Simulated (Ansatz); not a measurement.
**SiTe: computed DOS**

```cif
data_structure
_symmetry_space_group_name_H-M 'P6_3mc'
_symmetry_Int_Tables_number 186
_cell_length_a 4.9656
_cell_length_b 4.9656
_cell_length_c 5.9546
_cell_angle_alpha 90.000
_cell_angle_beta 90.000
_cell_angle_gamma 120.000
_cell_volume 127.15
loop_
_atom_site_label
_atom_site_type_symbol
_atom_site_symmetry_multiplicity
_atom_site_Wyckoff_symbol
_atom_site_fract_x
_atom_site_fract_y
_atom_site_fract_z
_atom_site_occupancy
Te1 Te 2 b 0.33333 0.66667 0.96034 1
Si1 Si 2 b 0.33333 0.66667 0.41566 1
```

The runs use the primitive cell with vectors (4.966, 0.000, 0.000), (-2.483, 4.300, 0.000), (0.000, 0.000, 5.955) Å, to which the k mesh refers.

The structure comes from a relaxation in the same program, started in the wurtzite type, and has space group P6_3mc. Whether it is a known phase or the ground state wasn't checked.

Spin–orbit coupling is left out, though it moves levels of the heavy atoms by tenths of an eV or more.

These are results of Ansatz 0.2.0, DFT, PBE, all-electron LAPW, scalar-relativistic, not measurements.

Settings: a Γ-centred 10×10×6 k mesh, Fermi–Dirac smearing of 0.08 eV, basis error target 1 meV/atom, no spin polarisation.

States per eV and cell, averaged over 0.6 eV, from -13.0 to 3.6 eV, with energies (bin centres) from the Fermi level; empty bins are left out. 

```
E (eV)  total
 -12.8   0.94
 -12.2   2.57
 -11.6   3.12
 -11.0   0.04
  -8.6   0.20
  -8.0   3.18
  -7.4   1.68
  -6.8   0.88
  -6.2   0.42
  -5.6   0.30
  -5.0   2.02
  -4.4   2.72
  -3.8   2.48
  -3.2   3.18
  -2.6   3.75
  -2.0   1.37
  -1.4   1.35
  -0.8   2.11
  -0.2   1.23
   0.4   1.60
   1.0   3.40
   1.6   3.01
   2.2   3.38
   2.8   2.38
   3.4   2.64
```
